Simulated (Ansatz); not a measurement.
Ansatz input file:

```yaml
crystal:
  lattice:
    - [5.774318911, 0.0, 0.0]
    - [-2.8871594555, 5.0007068666, 0.0]
    - [0.0, 0.0, 9.6044683187]
  atoms:
    - { symbol: Cs, position: [0.33333333, 0.66666667, 0.25] }
    - { symbol: Cs, position: [0.66666667, 0.33333333, 0.75] }
basis:
  ecutwfc: 500
kpoints:
  mp_grid: { grid: [9, 9, 6] }
hamiltonian:
  xc: r2scan
scf:
  occupations: { method: gaussian, width: 0.1 }
output:
  forces: true
  stress: true
  eigenvalues: true
```

Command:
```bash
ansatz run input.yaml --threads 1 --pin off --max-ram 1331MiB --backend cpu --events-out ev --progress --plain --runs-dir out
```

These are results of DFT r2SCAN, scalar-relativistic, plane waves, PAW (Ansatz 0.2.0), not measurements.

Part of what the program printed, abridged:

```
Pseudopotentials: kind: paw
Pseudopotential: Cs, paw, valence charge 9, recommended cutoff 500 eV (meta_gga)
Functional definition: r2SCAN
Crystal: 2 atoms, lattice volume = 277.336 Å³
Basis set: ecut = 500 eV, 7103 PW (Γ), exchange–correlation on 180×180×288 points (64 copies of the dense FFT grid, shifted against one another)
Bands: 13, of which v1, the nominal top of the filled ones, is band 9 counted from 1 (8 counted from 0)
Symmetry: 24 space group operations
Space group: P63/mmc (ITA 194), of the structure as read, at distance tolerance 6.5e-5 Å
k-points: 48 of 486
Initial density: superposition of atomic densities (neutral atoms: chi_scale 0, normalization atom), corrected by the library's trained network
Initial wavefunctions: pseudopotential atomic-orbital guess
Functional: x = r2scan, c = r2scan; τ floored in thin density (d = 2e-4 eV/Å³)
SCF iter   1: F=—  HF=-11371.815599 eV  |F-HF|=—  |Δ(HF+E_count)|=         —  Δρ=2.09e-3  dr2=1.48e-2  dr2_τ=3.34e-4  ethr=1.77e-3  ⟨swp⟩=7.2  Hψ=4331  notcnv=0
SCF iter   2: F=—  HF=-11371.831559 eV  |F-HF|=—  |Δ(HF+E_count)|=   1.60e-2  Δρ=1.14e-3  dr2=6.13e-3  dr2_τ=2.15e-4  ethr=8.21e-5  ⟨swp⟩=2.0  Hψ=1620  notcnv=0  defer=3
SCF iter   3: F=—  HF=-11371.834499 eV  |F-HF|=—  |Δ(HF+E_count)|=   2.94e-3  Δρ=3.34e-4  dr2=1.24e-3  dr2_τ=1.80e-5  ethr=3.41e-5  ⟨swp⟩=2.0  Hψ=1143  notcnv=0  defer=3
SCF iter   4: F=—  HF=-11371.835675 eV  |F-HF|=—  |Δ(HF+E_count)|=   1.18e-3  Δρ=1.63e-4  dr2=3.47e-4  dr2_τ=1.86e-6  ethr=6.91e-6  ⟨swp⟩=2.2  Hψ=1007  notcnv=0  defer=3
SCF iter   5: F=—  HF=-11371.835511 eV  |F-HF|=—  |Δ(HF+E_count)|=   1.65e-4  Δρ=5.50e-5  dr2=2.15e-5  dr2_τ=5.21e-7  ethr=1.93e-6  ⟨swp⟩=2.3  Hψ=970  notcnv=0  defer=3
SCF iter   6: F=—  HF=-11371.835524 eV  |F-HF|=—  |Δ(HF+E_count)|=   1.33e-5  Δρ=3.47e-5  dr2=1.79e-5  dr2_τ=1.25e-8  ethr=1.20e-7  ⟨swp⟩=2.5  Hψ=1070  notcnv=0  defer=3
SCF iter   7: F=—  HF=-11371.835517 eV  |F-HF|=—  |Δ(HF+E_count)|=   7.37e-6  Δρ=1.79e-5  dr2=4.72e-6  dr2_τ=2.56e-9  ethr=9.93e-8  ⟨swp⟩=1.9  Hψ=717  notcnv=0  defer=3
SCF iter   8: F=-11371.835515 eV  HF=-11371.835515 eV  |F-HF|=3.52e-8  |Δ(HF+E_count)|=   1.89e-6  Δρ=2.49e-6  dr2=7.75e-8  dr2_τ=1.35e-10  ethr=5.56e-10  ⟨swp⟩=6.8  Hψ=4362  notcnv=0
SCF 1 converged in 8 iterations: F = -11371.835515 eV  dr2 = 7.75e-8
SCF converged after 8 iterations
Free energy (F): -11371.835515 eV
Harris-Foulkes:  -11371.835515 eV  (|F-HF|=3.52e-8)
Internal energy: -11371.823383 eV  (E = F + TS)
E sigma→0 (E₀):  -11371.829449 eV
Entropy (-TS):   -0.012132 eV (-6.066 meV/atom)
Fermi energy:    1.591719 eV
--- Per-component energies (eV) ---
  E_band       = -208.263472
  E_kinetic    = 281.056495
  E_local      = -854.234995  (includes V_loc(G=0)·N_el)
  E_nonlocal   = 58.448079
  E_hartree    = 301.557456
  E_xc         = -321.371109
  E_vxc        = -270.790100  (∫ρ·V_xc dr)
  E_paw        = -10186.575440  (= ΣΔE_a)
  E_vpaw       = -39.551790  (= ΣTr[D̂ρ^β])
  E_aug_tail   =  0.000000  (compensation charges beyond the density's cutoff)
  E_vtau       = 13.693385  (kinetic-family band-sum trace: ∫τ·v_τ [+ j·A + Jᵃ·Aᵃ] dr)
  E_ewald      = -650.803627
  E_core_change = 0.099758  (= ΣΔE_core)
  E_smearing   = -0.012132  (= −TS)
--- Forces (eV/Å), atoms counted from 1 ---
  atom   1  Cs     0.00000000     0.00000000     0.00000000
  atom   2  Cs     0.00000000     0.00000000     0.00000000
--- Stress (GPa, compression-positive) ---
       -0.161233       0.000000       0.000000
        0.000000      -0.161233       0.000000
        0.000000       0.000000      -0.170848
  P = ⅓ Tr σ = -0.1644 GPa (-1.644 kbar)
--- Band table (eV; the first three rows and the last of 48) ---
  k-point 0: bands = ["-23.3196", "-23.3172", "-9.7878", "-9.7276", "-9.7276", "-9.7186", "-9.7186", "-9.7184", "-0.0255", "1.6491", "2.0623", "4.1285", "4.1720"]
  k-point 1: bands = ["-23.3195", "-23.3173", "-9.7832", "-9.7270", "-9.7270", "-9.7231", "-9.7192", "-9.7192", "0.0376", "1.3314", "2.3787", "4.0015", "4.1583"]
  k-point 2: bands = ["-23.3190", "-23.3178", "-9.7707", "-9.7360", "-9.7253", "-9.7253", "-9.7208", "-9.7208", "0.2227", "0.8993", "2.8227", "3.6771", "4.1529"]
  k-point 47: bands = ["-23.3162", "-23.3162", "-9.7759", "-9.7759", "-9.7638", "-9.7638", "-9.7322", "-9.7322", "2.3636", "2.3636", "2.5592", "2.5592", "2.6088"]
```

The run converged.